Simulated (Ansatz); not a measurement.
# Zr3SeS2: vibrational free energy, entropy and heat capacity

Computed with Ansatz, DFT PBE, scalar-relativistic, plane waves, PAW. Settings: 420 eV plane-wave cutoff, Γ-centred 12×12×4 mesh, Fermi-Dirac smearing of 0.15 eV. No spin polarisation. Phonons by linear response, acoustic sum rule imposed.

The cell, relaxed at this level:
```
Zr Se S
1.0
     3.52701    0.00000    0.00000
    -1.76351    3.05448    0.00000
     0.00000    0.00000   10.39429
Zr Se S
3 1 2
Direct
  0.66667 0.33333 0.17828
  0.66667 0.33333 0.82172
  0.00000 0.00000 0.50000
  0.00000 0.00000 0.00000
  0.33333 0.66667 0.34058
  0.33333 0.66667 0.65942
```

It was reached by relaxing an invented guess, and it needn't be the stable form of this composition. In a metal, frequencies and elastic constants depend on the k mesh and the smearing, soft modes and shear constants most. Some empty bands missed the eigensolver's threshold. The q mesh is coarse, so values between its points are rough.

Force constants from linear response on a 2×2×1 q mesh, interpolated to a fine mesh.

(1) How much zero-point energy does an atom carry?

(2) How large are the vibrational entropy and heat capacity at 300 K?

(3) Tabulate them against temperature.

Answers

(1) 33.2 meV.

(2) S = 3.99 k_B and C_V = 2.79 k_B per atom, 93 % of the Dulong–Petit value.

(3)
```
T (K)  F_vib (meV/atom)  S (k_B/atom)  C_V (k_B/atom)
  100              28.7          1.36            1.80
  200              10.0          2.90            2.57
  300             -20.0          3.99            2.79
  400             -58.1          4.81            2.88
  500            -102.4          5.46            2.92
  600            -151.8          5.99            2.94
  700            -205.4          6.45            2.96
  800            -262.7          6.84            2.97
  900            -323.2          7.19            2.97
 1000            -386.5          7.51            2.98
```
